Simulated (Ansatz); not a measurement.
A geometry of La2O3 away from equilibrium: step 5 of the relaxation of a generated trial cell of La2O3 in the AFLOW prototype A2B3_tP10_127_g_ah (D5_a). Method: r2SCAN (plane waves to 500 eV, PAW, scalar-relativistic; Ansatz, a program for electronic structure). Γ-centred k-mesh 5×5×9 on the run's cell, Fermi–Dirac smearing 0.05 eV. The plane waves were selected for a different cell earlier on the path.

```yaml
crystal:
  lattice:
    - [6.58343, 0.00000, 0.00000]
    - [0.00000, 6.58343, 0.00000]
    - [0.00000, 0.00000, 3.39457]
  atoms:
    - { symbol: O, position: [0.00000, 0.00000, 0.00000] }
    - { symbol: O, position: [0.50000, 0.50000, 0.00000] }
    - { symbol: O, position: [0.14098, 0.64098, 0.50000] }
    - { symbol: O, position: [0.64098, 0.85902, 0.50000] }
    - { symbol: O, position: [0.35902, 0.14098, 0.50000] }
    - { symbol: O, position: [0.85902, 0.35902, 0.50000] }
    - { symbol: La, position: [0.33212, 0.83212, 0.00000] }
    - { symbol: La, position: [0.83212, 0.66788, 0.00000] }
    - { symbol: La, position: [0.16788, 0.33212, 0.00000] }
    - { symbol: La, position: [0.66788, 0.16788, 0.00000] }
```

Question: Give the Cartesian forces on all atoms (eV/Å).

Answer: 
```json
[
 {"atom": "O1", "Fx": "0.00", "Fy": "0.00", "Fz": "0.00"},
 {"atom": "O2", "Fx": "0.00", "Fy": "0.00", "Fz": "0.00"},
 {"atom": "O3", "Fx": "0.10", "Fy": "0.10", "Fz": "0.00"},
 {"atom": "O4", "Fx": "0.10", "Fy": "-0.10", "Fz": "0.00"},
 {"atom": "O5", "Fx": "-0.10", "Fy": "0.10", "Fz": "0.00"},
 {"atom": "O6", "Fx": "-0.10", "Fy": "-0.10", "Fz": "0.00"},
 {"atom": "La7", "Fx": "-0.85", "Fy": "-0.85", "Fz": "0.00"},
 {"atom": "La8", "Fx": "-0.85", "Fy": "0.85", "Fz": "0.00"},
 {"atom": "La9", "Fx": "0.85", "Fy": "-0.85", "Fz": "0.00"},
 {"atom": "La10", "Fx": "0.85", "Fy": "0.85", "Fz": "0.00"}
]
```

The path ends in P4/mbm (No. 127). No spin polarisation in the result.

The run could not lose the symmetry of its start: the end is stationary, and may be a saddle point rather than a minimum.

The end of the path is a generated cell of La2O3: the first start was made by placing the elements on the sites of a structure type, and the end was not matched to a known phase here, so it may be hypothetical. Known forms of La2O3 include space group No. 164.
